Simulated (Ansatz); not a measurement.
MgS (rock salt, Fm-3m), plane-wave PAW r²SCAN (Ansatz code). The conduction-band minimum lies at X, with 3 equivalent valleys. Second derivatives d²E/dk² of the lowest band at one valley (eV·Å²), along Cartesian directions:

```csv
direction,d²E/dk²
[100],14.54
[010],25.12
[001],25.12
[110],19.83
[101],19.83
[011],25.09
```

Q: Find the principal effective masses, the density-of-states mass and the conductivity mass.

A: Off-diagonal terms follow from H_xy = H[110] − (H_xx + H_yy)/2, and m*/mₑ = 7.620 eV·Å² over each eigenvalue: 0.30, 0.30, 0.52. One valley's DOS mass (m₁m₂m₃)^(1/3) = 0.36, conductivity mass 3/(Σ 1/mᵢ) = 0.35 mₑ.

Q: What effective density of states Nc follows at 300 K for parabolic valleys?

A: Nc = 2.509e19 × 3 × (0.36)^(3/2) ≈ 1.6e19 cm⁻³.

Symmetry was held in the r²SCAN relaxation.

Potentials: the later of the program's two PAW sets.

Edges and masses are those of Kohn–Sham bands, whose gap is no quasiparticle gap.
